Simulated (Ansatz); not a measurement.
This run works on a generated trial structure, not on a known crystal.

Input and command of a plane-wave DFT calculation in Ansatz:

```yaml
crystal:
  lattice:
    - [0.0, 5.4351746497, 5.4351746497]
    - [5.4351746497, 0.0, 5.4351746497]
    - [5.4351746497, 5.4351746497, 0.0]
  atoms:
    - { symbol: Mg, position: [0.0, 0.0, 0.0] }
    - { symbol: Ir, position: [0.5, 0.5, 0.5], spin: 0.41 }
    - { symbol: C, position: [0.7895003806, 0.2104996194, 0.2104996194] }
    - { symbol: C, position: [0.2104996194, 0.7895003806, 0.2104996194] }
    - { symbol: C, position: [0.2104996194, 0.2104996194, 0.7895003806] }
    - { symbol: C, position: [0.2104996194, 0.7895003806, 0.7895003806] }
    - { symbol: C, position: [0.7895003806, 0.2104996194, 0.7895003806] }
    - { symbol: C, position: [0.7895003806, 0.7895003806, 0.2104996194] }
    - { symbol: "N", position: [0.6817246488, 0.3182753512, 0.3182753512] }
    - { symbol: "N", position: [0.3182753512, 0.6817246488, 0.3182753512] }
    - { symbol: "N", position: [0.3182753512, 0.3182753512, 0.6817246488] }
    - { symbol: "N", position: [0.3182753512, 0.6817246488, 0.6817246488] }
    - { symbol: "N", position: [0.6817246488, 0.3182753512, 0.6817246488] }
    - { symbol: "N", position: [0.6817246488, 0.6817246488, 0.3182753512] }
basis:
  ecutwfc: 420
kpoints:
  mp_grid: { grid: [6, 6, 6] }
hamiltonian:
  xc: pbe
scf:
  occupations: { method: gaussian, width: 0.1 }
output:
  forces: true
  stress: true
  eigenvalues: true
  populations: true
  write_density: true
  write_potential: true
  elf: true
  volumetric_format: npy
magnetization:
  spin_polarized: true
relax:
  adjacent_minimum: "off"
  f_tol: 0.01
  max_steps: 80
  cell: { stress_tol: 0.05 }
```

```bash
ansatz run input.yaml --threads 1 --pin off --max-ram 2560MiB --backend cpu --events-out ev --progress --plain --runs-dir out
```

Processor: Intel(R) Xeon(R) Platinum 8488C (Sapphire Rapids), 1 thread, on a host shared with other jobs.

**Question.** Estimate time, memory and problem size.

**Answer.** About 97 s, peak memory 0.96 GiB. It solves 55 bands at 16 k points (after reduction by symmetry) with about 6231 plane waves (on the last cell), in 28 SCF iterations over 3 ionic steps.
